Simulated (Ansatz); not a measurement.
# Harmonic thermodynamics of AsSe2

Level of theory: DFT PBE, scalar-relativistic, plane waves, PAW in Ansatz. Cutoff 420 eV, 12×12×8 k-points (Γ-centred), Fermi-Dirac smearing of 0.15 eV. No spin polarisation. Phonons by linear response, acoustic sum rule imposed.

Relaxed structure:
```
As Se
1.0
     3.65009    0.00000    0.00000
    -1.82504    3.16107    0.00000
     0.00000    0.00000    6.73276
As Se
1 2
Direct
  0.00000 0.00000 0.00000
  0.66667 0.33333 0.23485
  0.33333 0.66667 0.76515
```

The cell was found from a structure generator's guess, not taken from experiment. In a metal, frequencies and elastic constants depend on the k mesh and the smearing, soft modes and shear constants most. The q mesh is coarse, so values between its points are rough. No dispersion correction is applied, so modes and constants that involve weak contacts between layers, chains or molecules come out too soft.

Force constants from linear response on a 2×2×1 q mesh, interpolated to a fine mesh.

Phonon density of states, in bins of 5 cm⁻¹:
(bin centre (cm⁻¹), share of modes (%)): (2.5, 0.0), (7.5, 0.1), (12.5, 0.2), (17.5, 0.3), (22.5, 0.4), (27.5, 0.5), (32.5, 0.6), (37.5, 0.7), (42.5, 0.9), (47.5, 1.1), (52.5, 1.3), (57.5, 1.7), (62.5, 2.5), (67.5, 3.6), (72.5, 2.0), (77.5, 2.5), (82.5, 1.8), (87.5, 1.5), (92.5, 1.5), (97.5, 1.7), (102.5, 2.1), (107.5, 4.0), (112.5, 7.4), (117.5, 8.0), (122.5, 7.8), (127.5, 10.4), (132.5, 11.9), (137.5, 1.2), (142.5, 0.0), (147.5, 0.0), (152.5, 0.0), (157.5, 0.8), (162.5, 1.3), (167.5, 1.6), (172.5, 1.5), (177.5, 1.9), (182.5, 2.2), (187.5, 1.2), (192.5, 0.7), (197.5, 0.4), (202.5, 1.1), (207.5, 0.9), (212.5, 1.1), (217.5, 1.5), (222.5, 2.1), (227.5, 1.2), (232.5, 0.4), (237.5, 0.4), (242.5, 0.3), (247.5, 0.3), (252.5, 0.3), (257.5, 0.3), (262.5, 0.3), (267.5, 0.2)

Problem. Give the zero-point energy per atom.

Solution. 23.3 meV.

Problem. How large are the vibrational entropy and heat capacity at 300 K?

Solution. S = 4.84 k_B and C_V = 2.90 k_B per atom, 97 % of the Dulong–Petit value.

Problem. Tabulate them against temperature.

Solution.
```
T (K)  F_vib (meV/atom)  S (k_B/atom)  C_V (k_B/atom)
  100              16.8          1.91            2.27
  200              -7.9          3.69            2.78
  300             -45.0          4.84            2.90
  400             -90.5          5.68            2.94
  500            -142.3          6.34            2.96
  600            -199.4          6.88            2.97
  700            -260.7          7.34            2.98
  800            -325.6          7.74            2.98
  900            -393.9          8.09            2.99
 1000            -464.9          8.40            2.99
```
